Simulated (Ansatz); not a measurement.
Total density of states per atom from the program Ansatz at the PBE level (PAW), in 0.25 eV bins, energy from the valence-band maximum:

```
E (eV) | states/eV/atom
    -7.85 |  0.00
    -7.60 |  0.00
    -7.35 |  0.00
    -7.10 |  0.00
    -6.85 |  0.00
    -6.60 |  0.00
    -6.35 |  0.00
    -6.10 |  0.00
    -5.85 |  0.00
    -5.60 |  0.00
    -5.35 |  0.00
    -5.10 |  0.00
    -4.85 |  0.00
    -4.60 |  0.00
    -4.35 | #### 0.30
    -4.10 | ###### 0.53
    -3.85 | ########## 0.87
    -3.60 | ########## 0.87
    -3.35 | #################### 1.74
    -3.10 | ########## 0.86
    -2.85 | ###### 0.53
    -2.60 | #################### 1.67
    -2.35 | ############################## 2.55
    -2.10 | ########### 0.90
    -1.85 | ####### 0.59
    -1.60 | ########### 0.94
    -1.35 | ############### 1.25
    -1.10 | ############ 1.04
    -0.85 | ######## 0.66
    -0.60 | ###### 0.47
    -0.35 | ## 0.18
    -0.10 | # 0.05
     0.15 |  0.00
     0.40 |  0.03
     0.65 | #### 0.37
     0.90 | ###### 0.52
     1.15 | ########### 0.92
     1.40 | ######## 0.66
     1.65 | ###### 0.53
     1.90 | ####### 0.60
     2.15 | ########## 0.84
     2.40 | ############### 1.30
     2.65 | ################ 1.35
     2.90 | ########## 0.89
     3.15 |  0.00
     3.40 |  0.01
     3.65 | ###### 0.48
     3.90 | ############ 0.98
     4.15 | ############# 1.12
     4.40 | ############ 1.00
     4.65 | ####### 0.57
     4.90 | ########## 0.87
     5.15 | #### 0.33
```

Which of these materials gives this?
(A) TeO2, CdI2 type
(B) ZrO2, P6_3/mmc (Zr on 2c, O on 4f)
(C) ZrO2, fluorite
(D) ZrSe2, CdI2 type

D, ZrSe2, CdI2 type. Top 1 eV of the valence band: Se 4p 89 %, Zr 4d 9 %. Bottom 1 eV of the conduction band: Zr 4d 78 %, Se 4p 18 %. Projections are on Löwdin-orthogonalised atomic valence shells; empty p or d shells of many metals are not among them.

Space group P-3m1 (CdI2 type). The cell was relaxed with PBE under the symmetry of its start. No spin polarisation was allowed. A crystal of weakly bound layers computed without a dispersion correction: the cell and the soft elastic constants depend strongly on that. Spin–orbit coupling is left out wherever it is not named.

Potentials: the later of the program's two PAW sets.
